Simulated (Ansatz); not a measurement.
NaHO:
```xyz
6
Lattice="1.7022 -5.4444 0.0000 1.7022 5.4444 0.0000 0.0000 0.0000 3.3706" Properties=species:S:1:pos:R:3 pbc="T T T"
Na     1.7022     1.7361     2.5279
Na     1.7022    -1.7361     0.8426
H      1.7022     5.0114     2.5279
H      1.7022    -5.0114     0.8426
O      1.7022    -4.0372     0.8426
O      1.7022     4.0372     2.5279
```

Cartesian axes are those of the cell as given.

Give the high-frequency dielectric tensor and the Born effective charge tensors of the independent atoms from DFPT, PBEsol in the plane-wave PAW code Ansatz.


ε∞:
```
2.38  0.00  0.00
0.00  2.38  0.00
0.00  0.00  2.53
```
Z* of atom 1 (Na), rows: field, columns: displacement, in e:
```
1.02  0.00  0.00
0.00  1.08  0.00
0.00  0.00  0.99
```
Z* of atom 3 (H), rows: field, columns: displacement, in e:
```
0.25  0.00  0.00
0.00  0.16  0.00
0.00  0.00  0.46
```
Z* of atom 5 (O), rows: field, columns: displacement, in e:
```
-1.27   0.00   0.00
 0.00  -1.23   0.00
 0.00   0.00  -1.45
```

Static charges for comparison (Bader): Na1 +0.86, H3 +0.50, O5 -1.36 e. Born charges measure polarisation by displacement and can exceed these by far.

Space group Cmcm. The workflow started from a Materials Project entry (that database holds measured and hypothetical structures alike); the Crystallography Open Database copy checked does not list it. COD files the formula under space group No. 11. Whether it is the stable phase at ambient conditions was not checked. The PBEsol relaxation kept the symmetry of its start; its stability against distortions is not shown here.

Potentials: the later of the program's two PAW sets.
